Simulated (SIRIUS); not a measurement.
Set-up for a self-consistent single point of SiNi3 (P4/mmm, 4 atoms in the cell; from Materials Project mp-828, changed as shown).

```xyz
4
Lattice="3.4485 0.0000 0.0000 0.0000 3.4830 0.0000 0.0000 0.0000 3.4485" Properties=species:S:1:pos:R:3 pbc="T T T"
Si     0.0000     0.0000     0.0000
Ni     0.0000     1.7415     1.7243
Ni     1.7243     0.0000     1.7243
Ni     1.7243     1.7415     0.0000
```

Level of theory: PBEsol, PseudoDojo 0.4 standard norm-conserving PBEsol (tails mended) pseudopotentials (plane waves; SIRIUS 7.12.0).

SIRIUS settings:

- parameters.ngridk: 8 8 8
- parameters.xc_functionals: [XC_GGA_X_PBE_SOL, XC_GGA_C_PBE_SOL]
- parameters.gk_cutoff: 9.899 1/bohr
- parameters.pw_cutoff: 19.799 1/bohr
- parameters.smearing: fermi_dirac
- parameters.smearing_width: 0.00367493 Ha
- potentials: PseudoDojo 0.4 standard norm-conserving PBEsol (tails mended) pseudopotentials
- parameters.electronic_structure_method: pseudopotential
- parameters.num_bands: 35
- parameters.num_mag_dims: 0
- parameters.num_dft_iter: 100
- parameters.energy_tol: 1e-07 Ha
- parameters.density_tol: 1e-06
- mixer.type: anderson
- mixer.beta: 0.7
- mixer.use_hartree: false

Results:

```
Item                                                      Result
------------------------------------------------  --------------
Number of valence electrons                                   58
Number of bands                                               35
Number of k-points after the program's reduction              75
Number of plane waves (most at a k-point)                   4632
Number of SCF iterations                                      19
FFT grid                                            45 × 45 × 45
Free energy E − TS                                -13803.3509 eV
Fermi level (on the code's own zero)                    18.60 eV
Pressure                                                0.25 GPa
```

Stress (GPa, positive for compression):
```
 0.86   0.00   0.00
 0.00  -0.97   0.00
 0.00   0.00   0.86
```

For comparison: a first run was changed to give this one (lattice vector b scaled by 1.01), and from it to this one the free energy is nearly the same (within 1 meV/atom) and the pressure goes from 2.69 to 0.25 GPa.

The run has no spin polarisation, so moments on Ni cannot form. The structure comes from a collection of computed structures, made at another level of theory; the collection holds predicted forms beside known ones. Its lattice was then scaled.

Cost on one core: around 3 core-minutes (rough).

“Tails mended”: in these copies of the files the far tail of each local potential was reset to the Coulomb form.
